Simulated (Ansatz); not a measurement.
Below is a relaxed structure of Si3C. The cell was found from a structure generator's guess, not taken from experiment.

The calculation used Ansatz 0.2.0, DFT PBE, scalar-relativistic, plane waves, PAW. Cutoff 420 eV, Γ-centred mesh, Gaussian smearing, no spin polarisation.

```
Si C
1.0
     3.43968    0.00000    0.00000
     0.00000    3.43968    0.00000
     0.00000    0.00000    5.02739
Si C
3 1
Direct
  0.50000 0.00000 0.70166
  0.00000 0.50000 0.29834
  0.50000 0.50000 0.00000
  0.00000 0.00000 0.50000
```

The zero of energy is the elements' standard structures at the same level; no fitted shifts are applied.

(1) What space group does it have?

(2) How far does it lie from the elements in energy?

(3) Is it a metal?

## Answers

(1) P-4m2 (No. 115), with Si and C ordered on diamond sites. Conventional cell: a = 3.440 Å, c = 5.027 Å. Si on a site of symmetry 2mm is surrounded by 2 C at 2.00 Å and 2 Si at 2.28 Å; around Si on a site of symmetry -4m2 lie 4 Si at 2.28 Å; around C lie 4 Si at 2.00 Å.

(2) +0.28 eV/atom. It can't be a ground state, since the elements alone are lower.

(3) Yes, bands cross the Fermi level on the 14×14×10 mesh.

The last run used a 14×14×10 mesh (in the run's order of axes) for its 4-atom cell and Gaussian smearing of 0.10 eV. The reference form of C is held partly by dispersion forces, which this level lacks. Symmetry constrained the relaxation, so the result can be a saddle point.
